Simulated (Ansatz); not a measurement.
ZrPbO3:
Space group R3c, hexagonal axes (No. 161); a = b = 5.883 Å, c = 14.580 Å, α = β = 90.00°, γ = 120.00°

```tsv
atom	site	symmetry	x	y	z
Pb	6a	3.	0.0000	0.0000	0.2892
Zr	6a	3.	0.0000	0.0000	0.0154
O	18b	1	0.1387	0.3497	0.0819
```
(The calculation used a cell of 10 atoms; values per cell refer to that cell.)

This is the r²SCAN-relaxed structure.

### Question
All from r²SCAN in the plane-wave PAW code Ansatz, unless another level is named. Give the formation energy from the elements (no fitted shifts).

### Answer
-2.69 eV/atom.

### Question
And the hole effective mass?

### Answer
0.45, 2.0, 3.0 mₑ (principal values).

### Question
Predict the band gap.

### Answer
3.54 eV (direct).

The start of the workflow was typed in or built on a structure type; neither database checked (COD, Materials Project) lists it. COD files the formula under space group No. 38, 55. Whether it is the stable phase at ambient conditions was not checked. Symmetry was held in the r²SCAN relaxation; its stability against distortions is not shown here. The run is not spin-polarised. The references are the lowest solids computed at this level, not always the standard phases (solids in place of the gases). Spin–orbit coupling is left out wherever it is not named.

Potentials: the earlier of the program's two PAW sets. The files were generated under PBE; for other functionals the program regenerates the frozen cores, and for LDA and PBEsol the local potential too.
